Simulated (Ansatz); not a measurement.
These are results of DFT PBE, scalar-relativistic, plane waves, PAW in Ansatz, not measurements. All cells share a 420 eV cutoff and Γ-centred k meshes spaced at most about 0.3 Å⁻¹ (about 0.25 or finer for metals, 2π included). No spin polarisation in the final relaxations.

All energies are static (0 K, no zero-point motion). All come from trial cells, and lower structures may exist.

Question: These unrelaxed guesses for Cd₂BiO₂ are each relaxed within their symmetry. Order them by the energy at which they end, lowest first.
A.

```
Cd Bi O
1.0
     4.87007    0.00000    0.00000
    -2.43504    4.21761    0.00000
     0.00000    0.00000    4.95075
Cd Bi O
2 1 2
Cartesian
  0.0000 2.8117 2.4754
  2.4350 1.4059 2.4754
  0.0000 0.0000 0.0000
  0.0000 0.0000 3.3561
  0.0000 0.0000 1.5946
```

B.

```
Cd Bi O
1.0
     4.85256    0.00000    0.00000
     0.00000    4.85256    0.00000
     0.00000    0.00000    4.47217
Cd Bi O
2 1 2
Direct
  0.50000 0.00000 0.35986
  0.00000 0.50000 0.35986
  0.50000 0.50000 0.47346
  0.50000 0.00000 0.91548
  0.00000 0.50000 0.91548
```

C.

```
Cd Bi O
1.0
     4.04784    0.00000    0.00000
    -2.02392    3.50553    0.00000
     0.00000    0.00000    7.91545
Cd Bi O
2 1 2
Direct
  0.66667 0.33333 0.50000
  0.33333 0.66667 0.00000
  0.66667 0.33333 0.00000
  0.00000 0.00000 0.70553
  0.00000 0.00000 0.29447
```

D.

```
Cd Bi O
1.0
     4.03024    0.00000    0.00000
    -2.01512    3.49029    0.00000
     0.00000    0.00000    8.15362
Cd Bi O
2 1 2
Direct
  0.33333 0.66667 0.64502
  0.66667 0.33333 0.64502
  0.00000 0.00000 0.32458
  0.00000 0.00000 0.56701
  0.00000 0.00000 0.10402
```

Answer: B (ends in P4/mmm, 0 meV/atom), D (ends in P6mm, 0.51 eV/atom), A (ends in P6/mmm, 0.53 eV/atom), C (ends in P-6m2, 0.92 eV/atom).

Weakly bound directions are ill-defined at this level, which has no dispersion term (P6mm), and this can change margins and order among such cells. Spin–orbit coupling, which can matter for Bi, is left out. In P4/mmm, P6mm, P6/mmm, P-6m2 an odd number of electrons in the primitive cell allows no gap without spin; a larger cell or a magnetic state could open one. A magnetic state wasn't ruled out in cells without spin, among them P6/mmm, P-6m2. Cells relaxed within their symmetry can be saddle points. Some candidate types were left out of the draw beforehand, so a known form may be missing.
